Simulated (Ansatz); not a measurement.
SiO2: excitons and shallow donors from band masses and screening

Level of theory: DFT LDA, scalar-relativistic, plane waves, PAW in Ansatz 0.2.0.

Plane waves to 420 eV, a k mesh through Γ of 4×4×4 on the computed 24-atom cell and Gaussian smearing (0.02 eV); no spin polarisation.

Relaxed cell: Ia-3, a = 8.386 Å, b = 8.386 Å, c = 8.386 Å, α = 90.00°, β = 90.00°, γ = 90.00°, 24 atoms in the primitive cell. This form isn't the usual stable structure of the compound.

The calculation gives a Kohn–Sham gap of 5.81 eV, an electron mass of 0.497 mₑ and a hole mass of 2.84 mₑ (harmonic means over x, y, z and over the bands degenerate at each edge), and ε∞ = 2.67 (independent particles, mean of the diagonal).

Q: Estimate the binding energy and radius of a Wannier–Mott exciton and of a shallow donor, and say whether the hydrogenic model can hold.

A: The reduced mass is μ = mₙmₕ/(mₙ + mₕ) = 0.423 mₑ, with mₙ and mₕ the band masses. With E_b = 13.606 eV × μ/ε² and a = 0.529 Å × ε/μ (μ in mₑ) the exciton has E_b = 804 meV and a = 3.3 Å. For a donor μ is the electron mass: 945 meV and 2.8 Å. The radius isn't large against the shortest lattice vector (7.26 Å), so the continuum picture is doubtful and the numbers are only a scale. In a polar crystal the ions screen too, so a state bound more weakly than an optical phonon feels the larger static constant, which lowers the energy and widens the orbit. The other way, the small Kohn–Sham gap and the missing local fields make ε∞ too large and the masses tend to be too light, which underbinds. The edges lie at different points of the zone, so the exciton is indirect.

Cost: 4 runs of about 20 core-minutes in all, on Intel Xeon Processor @ 2.50GHz (Skylake/Cascade Lake) (shared hosts).